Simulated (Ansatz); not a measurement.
One crystal and one scan (frozen-phonon scan) at two levels, r2SCAN (plane waves to 500 eV, PAW, scalar-relativistic; Ansatz, a program for electronic structure) and PBE (plane waves to 420 eV, PAW, scalar-relativistic; Ansatz), each from its own relaxed cell and on its own mesh. The cell shown is that of r2SCAN.

Relaxed TiB$_{2}$ (AlB2 type, space group P6/mmm):

```
TiB2
1.0
    6.04939     0.00000     0.00000
   -1.51235     2.61946     0.00000
    3.02469     0.00000     3.22263
Ti B
2 4
Direct
  0.00000   0.00000   0.00000
  0.50000   0.00000   0.00000
  0.91667   0.66667   0.50000
  0.41667   0.66667   0.50000
  0.08333   0.33333   0.50000
  0.58333   0.33333   0.50000
```

The atoms are displaced by Q × the pattern below (from a DFPT mode at L = (0.5, 0.0, 0.5), largest move 1; Q in Å), at fixed cell. (q is in reciprocal vectors of the primitive cell; the cell shown is doubled to hold the pattern.)

```tsv
atom	x	y	z
B3	0.000	0.000	-1.000
B4	0.000	0.000	1.000
B5	0.000	0.000	1.000
B6	0.000	0.000	-1.000
```

Atoms not listed stay in place.

TiB2 is run without spin polarisation. TiB2 was relaxed with its symmetry unable to fall. With partly filled bands, energies and forces of such displacements shift with the k mesh and the smearing. Percentages come from the unrounded values.

Results of r2SCAN:

- Lattice constant a (Å): 3.025
- Relaxed volume (Å³/atom): 8.51
- Harmonic wavenumber from the curvature (finite differences) (cm⁻¹ (negative: imaginary)): 607
- Shape of the curve: a single well with its minimum at or next to zero displacement

Problem. What does PBE give for the same quantities?

Solution. 
```tsv
quantity	PBE	r2SCAN − PBE
Lattice constant a (Å)	3.032	-0.007 (-0.2 %)
Relaxed volume (Å³/atom)	8.56	-0.05 (-0.5 %)
Harmonic wavenumber from the curvature (finite differences) (cm⁻¹ (negative: imaginary))	591	+16 (+2.6 %)
```

r2SCAN gives the higher value for: harmonic wavenumber from the curvature. r2SCAN gives the lower value for: lattice constant a. They agree on: relaxed volume (within 0.6 %). Both give the same shape of the curve: a single well with its minimum at or next to zero displacement.

(For displaced atoms, the force is minus the slope of the energy, and its curvature is a force constant, which sets phonon frequencies.)
